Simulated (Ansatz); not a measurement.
**Data sheet: Sn (DFT)**

Sn:
Space group Im-3m (No. 229); a = 8.0673 Å, b = 8.0673 Å, c = 8.0673 Å, α = 90.00°, β = 90.00°, γ = 90.00°

```
atom  site  symmetry       x       y       z
----  ----  --------  ------  ------  ------
Sn     12d     -4m.2  0.0000  0.2500  0.5000
```
(The calculation used a cell of 6 atoms; values per cell refer to that cell.)

Space group Im-3m (No. 229); conventional cell a = b = c = 8.067 Å, α = β = γ = 90.00°.

Method: DFT-PBEsol in the program Ansatz with PAW potentials. Geometry: relaxed at this level of theory. Other levels are named where they apply.

### Cell and energy

- Volume per atom = 43.75 Å³
- Density = 4.51 g/cm³

### Electronic structure

* **Electronic character**: no gap, with almost no states at the Fermi level (zero-gap or semimetallic)
* **Density of states at the Fermi level**: 0.00 states/eV per atom (mean over ±0.08 eV)

### Mechanics

- Bulk modulus (Birch–Murnaghan fit): 31.7 GPa
- Pressure derivative B′: 4.8
- Elastic constants (relaxed ions, GPa): C11 = 52.2, C12 = 21.4, C44 = 11.6
- Mechanical stability: stable (all eigenvalues of C positive)
- Hill bulk and shear moduli: 31.7 and 13.0 GPa
- Young's modulus: 34.3 GPa
- Poisson's ratio: 0.32
- Debye temperature from the elastic constants: 161 K

The start of the workflow was typed in or built on a structure type; the Crystallography Open Database copy checked does not list it. It is not the phase usual at ambient conditions (space group No. 141). The PBEsol relaxation kept the symmetry of its start; whether a distortion lowers the energy is not shown. The volume moved by 32 % from the start of the relaxation. As this level gives no gap, shear constants depend on the k-mesh and smearing (Fermi–Dirac, 0.1 eV here). Spin–orbit coupling is left out wherever it is not named.

Potentials: the later of the program's two PAW sets.
